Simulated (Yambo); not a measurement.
Yambo run on CsHF₂ (space group I4/mcm, No. 140). The wavefunctions are norm-conserving LDA (Quantum ESPRESSO, 84 Ry, scalar-relativistic) ones on a 2×2×2 mesh (24 occupied bands); a = b = c = 5.814 Å, α = β = 116.57°, γ = 96.04°.

Yambo input:

```
rim_cut
gw0
dyson
el_el_corr
HF_and_locXC
ppa
em1d
RandQpts= 1000000
RandGvec= 1 Ry
EXXRLvcs= 84 Ry
VXCRLvcs= 336 Ry
Chimod= "HARTREE"
% BndsRnXp
 1 | 161 |
%
NGsBlkXp= 2 Ry
% LongDrXp
 1.0 | 1.0 | 1.0 |
%
PPAPntXp= 27.2114 eV
% GbndRnge
 1 | 161 |
%
GTermKind= "BG"
DysSolver= "n"
ExtendOut
% QPkrange
 1 | 1 | 24 | 25 |
%
```

k points by index: 1 = Γ.

Resulting energies as the program prints them:

```
#    K-point    Band    Eo [eV]    E [eV]    E-Eo [eV]    Vxc [eV]    Vnlxc [eV]    Sc|Eo [eV]    Sc|E [eV]    dSc/dw|Eo [eV]    Re(Z)    Im(Z)
#
    1    24    0.000000    -3.147838    -3.147838    -21.48507    -28.96055    3.736812    4.327642    -5.107149    0.841973    -0.001168
    1    25    6.299822    7.657937    1.358115    -8.036503    -3.607297    -2.910601    -3.071091    -3.215421    0.894322    -0.686826E-3
```
(The two width columns are left out.) Convergence of these settings isn't established.

Geometry of the Materials Project entry, not relaxed at this level.

The structure is a Materials Project entry; no match was found in the copy of COD used, and its stability was not checked.
